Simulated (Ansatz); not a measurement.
A geometry of ZrO₂ away from equilibrium: the start of the relaxation of a relaxed ZrO2 cell displaced along its unstable phonon at q = (½, ½, ½) of its primitive reciprocal cell (232i cm⁻¹), largest move 0.15 Å. All values below come from PBE (plane waves to 420 eV, PAW, scalar-relativistic; Ansatz, a first-principles code). Γ-centred k-mesh 9×9×9 on the run's cell (coarser than for final values), Fermi–Dirac smearing 0.05 eV.

```xyz
6
Lattice="3.1455 1.8161 11.2310 0.0000 1.8161 11.2310 1.5728 -0.9080 11.2310" Properties=species:S:1:pos:R:3:forces:R:3 pbc="T T T" free_energy=-10643.687 pressure_GPa=1.2
Zr     3.1455     1.8161    11.2315    0.0000   -0.2917    0.0520
Zr     1.5728     0.9080     5.6160    0.0000   -0.2937   -0.0541
O      3.1455     1.9661    15.6818    0.0000    0.3640    0.1334
O      1.5728     0.7580    10.0663    0.0000   -0.0714    0.0805
O      3.1455     1.6663    18.0112    0.0000   -0.0708   -0.0794
O      1.5728     1.0578    12.3957    0.0000    0.3635   -0.1324
```

Positions in Å, forces in eV/Å, free energy of the cell in eV (comparable only within this code, potentials and settings). Largest force: 0.39 eV/Å, on O3, O6 (atoms numbered as listed); the geometry lies 0.52 eV/atom above the end of its relaxation.

No spin polarisation in the result. Without a van der Waals term the distances between weakly bound units are poorly fixed.

The run could not lose the symmetry of its start, so the end can be a saddle point.

The end of the path is a generated cell of ZrO2: the first start was made by placing the elements on the sites of a structure type, and the end was not matched to a known phase here, so it may be hypothetical. Known forms of ZrO2 include space group No. 14, 137, 225.
